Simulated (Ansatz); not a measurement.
Structure relaxation, Be

The start is a generated trial cell of Be in the omega structure type. A full variable-cell relaxation at zero pressure is run with r2SCAN (plane waves to 500 eV, PAW, scalar-relativistic; Ansatz, a program for electronic structure). The first steps use a coarse 10×10×15 k-mesh.

Starting cell:
```
CELL_PARAMETERS angstrom
      3.58163     0.00000     0.00000
     -1.79082     3.10179     0.00000
      0.00000     0.00000     2.17841
ATOMIC_POSITIONS crystal
  Be 0.00000 0.00000 0.00000
  Be 0.33333 0.66667 0.50000
  Be 0.66667 0.33333 0.50000
```

Question: By how much does the energy per atom fall from start to end?

Answer: Under 0.01 eV/atom.

Question: How do the shortest distances between atoms change?

Answer: The closest pairs of elements (up to four, under 3.6 Å), start → end: Be–Be 2.07 → 2.06 Å.

Question: Is the relaxed structure metallic? Give its gap.

Answer: No gap (metallic).

Question: Give the final cell and atomic positions.

Answer: 
Space group P6/mmm (No. 191); a = b = 3.5686 Å, c = 2.1971 Å, α = β = 90.00°, γ = 120.00°

```tsv
atom	site	symmetry	x	y	z
Be	1a	6/mmm	0.0000	0.0000	0.0000
Be	2d	-6m2	0.3333	0.6667	0.5000
```

The space group stays P6/mmm (No. 191) (the run could not lower it), with 3 atoms in the primitive cell. Final values are on a 15×15×21 k-mesh of the relaxed cell. No spin polarisation in the result.

The run could not lower the symmetry of its start; a shaken copy of this end point relaxes with r2SCAN to Im-3m (No. 229), 0.09 eV/atom lower.

The relaxed structure here is a generated cell of Be: the first start was made by placing the elements on the sites of a structure type, and the end was not matched to a known phase here, so it may be hypothetical. Known forms of Be include space group No. 194.
